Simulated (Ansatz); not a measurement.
Rb2InAgCl6:
```cif
data_Ag4Cl24In4Rb8
_chemical_formula_sum 'Rb8 In4 Ag4 Cl24'
_space_group_name_H-M_alt 'Fm-3m'
_space_group_IT_number 225
_space_group_name_Hall '-F 4 2 3'
_cell_length_a 10.11825
_cell_length_b 10.11825
_cell_length_c 10.11825
_cell_angle_alpha 90.000
_cell_angle_beta 90.000
_cell_angle_gamma 90.000
loop_
_atom_site_label
_atom_site_type_symbol
_atom_site_symmetry_multiplicity
_atom_site_Wyckoff_symbol
_atom_site_fract_x
_atom_site_fract_y
_atom_site_fract_z
_atom_site_occupancy
Rb1 Rb 8 c 0.25000 0.25000 0.25000 1
In1 In 4 a 0.00000 0.00000 0.00000 1
Ag1 Ag 4 b 0.50000 0.50000 0.50000 1
Cl1 Cl 24 e 0.00000 0.00000 0.24619 1
```
(The calculation used a cell of 10 atoms; values per cell refer to that cell.)

Relaxed with LDA.

Q: Give the optical modes at the zone centre with their infrared and Raman activity from DFPT, LDA in the plane-wave PAW code Ansatz.

A: Transverse frequencies, without the LO–TO term; a row sums one degenerate level.

| ω (cm⁻¹) | degeneracy | IR ((D/Å)²/amu) | Raman (Å⁴/amu) | activity | symmetry |
|---|---|---|---|---|---|
| 53i | 3 | 0.00 | 0 | silent | T1g |
| 41 | 3 | 3.63 | 0 | IR | T1u |
| 42 | 3 | 0.00 | 0.079 | Raman | T2g |
| 64 | 3 | 0.00 | 0 | silent | T2u |
| 75 | 3 | 8.25 | 0 | IR | T1u |
| 120 | 3 | 0.00 | 1.2 | Raman | T2g |
| 141 | 3 | 2.13 | 0 | IR | T1u |
| 188 | 2 | 0.00 | 290 | Raman | Eg |
| 284 | 3 | 18.01 | 0 | IR | T1u |
| 308 | 1 | 0.00 | 7500 | Raman | A1g |

Q: How high does the top mode go among those that the LO–TO term moves?

A: 307 cm⁻¹ for q along x.

The workflow started from a Materials Project entry (that database holds measured and hypothetical structures alike); the Crystallography Open Database copy checked does not list it. Whether it is the stable phase at ambient conditions was not checked. Symmetry was held in the LDA relaxation. At this level the phase is dynamically unstable (imaginary phonons). The run is not spin-polarised.

Potentials: the later of the program's two PAW sets.
